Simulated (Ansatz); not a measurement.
NiO: converged, but where?

The cell (4 atoms) is NiO as a measured crystal structure (space group Fm-3m, primitive cell doubled). The computed pressure is over 10 GPa in size, so the cell is far from the computed equilibrium volume (the chosen U may not suit it). Source: COD entry 4329323; it may be a high-temperature, high-pressure or metastable form.

Method: DFT, PBE+U, PAW, plane waves, scalar-relativistic in Ansatz.

```yaml
crystal:
  lattice:
    - [-2.0893, -2.0893, -4.1786]
    - [2.0893, -2.0893, 0.0]
    - [-2.0893, -2.0893, 0.0]
  atoms:
    - { symbol: O, position: [0.0, 0.5, 0.5] }
    - { symbol: O, position: [0.5, 0.0, 0.5] }
    - { symbol: Ni, position: [0.0, 0.0, 0.0], spin: 2.0 }
    - { symbol: Ni, position: [0.5, 0.5, 0.0], spin: -2.0 }
magnetization:
  spin_polarized: true
hamiltonian:
  xc: pbe
  pseudopotentials: { kind: paw }
  hubbard: { sites: [{ species: Ni, l: d, u_eff: 6.2 }] }
basis:
  ecutwfc: 420
kpoints:
  mp_grid: { grid: [6, 8, 9] }
scf:
  occupations: { method: fermi_dirac, width: 0.05 }
  lower_state_search: "off"
output:
  forces: true
  stress: true
```

Time: 3.2 s on 2 threads of x86-64 server CPU (shared host), peak memory 0.63 GiB.

The end of the output:

```
SCF converged after 11 iterations
Magnetization: 0.0000 μB (24.0000 up, 24.0000 down)
Absolute magnetization: 3.8185 μB (∫|ρ↑−ρ↓|, with the PAW one-centre terms)
Spin contamination: 2.0019 ħ² per cell (⟨S²⟩ above its minimum at these occupations)
Per-site moments (μB) at R_I (Å): [(0.0690, 0.8618), (-0.0690, 0.8618), (1.7285, 0.8618), (-1.7285, 0.8618)]
Free energy (F): -12809.342942 eV
Harris-Foulkes:  -12809.342942 eV  (|F-HF|=3.84e-10)
Internal energy: -12809.342942 eV  (E = F + TS)
E sigma→0 (E₀):  -12809.342942 eV
Fermi energy:    14.986115 eV
--- Forces (eV/Å), atoms counted from 1 ---
  atom   1  O      0.00000000    -0.00000000     0.00000000
  atom   2  O     -0.00000000    -0.00000000     0.00000000
  atom   3  Ni     0.00000000     0.00000000     0.00000000
  atom   4  Ni     0.00000000    -0.00000000     0.00000000
--- Stress (GPa, compression-positive) ---
       13.349396      -0.000303       0.000079
       -0.000303      13.349396       0.000079
        0.000535       0.000535      13.278708
  P = ⅓ Tr σ = 13.3258 GPa (133.258 kbar)
```

The mesh has less symmetry than the lattice, which lowers the symmetry of the run.

A static U favours moments and orbital order; the result depends on U and need not be the measured state.

Site moments are taken inside atomic spheres and don't add up to the total.

Eigenvalues of the Hubbard occupation matrices: Ni3 up 1.00 1.00 1.00 1.00 1.00, down 0.13 0.13 1.00 1.00 1.00; Ni4 up 0.13 0.13 1.00 1.00 1.00, down 1.00 1.00 1.00 1.00 1.00.

Q: Has the SCF ended in the lowest solution? If not, by how much is it too high?

A: No. A state 4.9 meV/atom (0.020 eV per cell) lower exists in this cell: ferromagnetic, site moments O1 0.20, O2 0.20, Ni3 1.72, Ni4 1.72 μB, total 4.00 μB per cell, a gap of 2.23 eV on the k-mesh. It was reached from: parallel moments, default search for lower states [Ni3 2.00, Ni4 2.00 μB]; parallel moments, Broyden mixing, no switch to direct minimisation [Ni3 2.00, Ni4 2.00 μB]. Its occupation eigenvalues are Ni3 up 1.00 1.00 1.00 1.00 1.00, down 0.13 0.13 1.00 1.00 1.00; Ni4 up 1.00 1.00 1.00 1.00 1.00, down 0.13 0.13 1.00 1.00 1.00. States within about 5 meV/atom are too close for this mesh, smearing and search to settle their order. This multiple of the primitive cell fits some opposed orders; other multiples fit others. “Lowest” means lowest among the runs made in this cell.
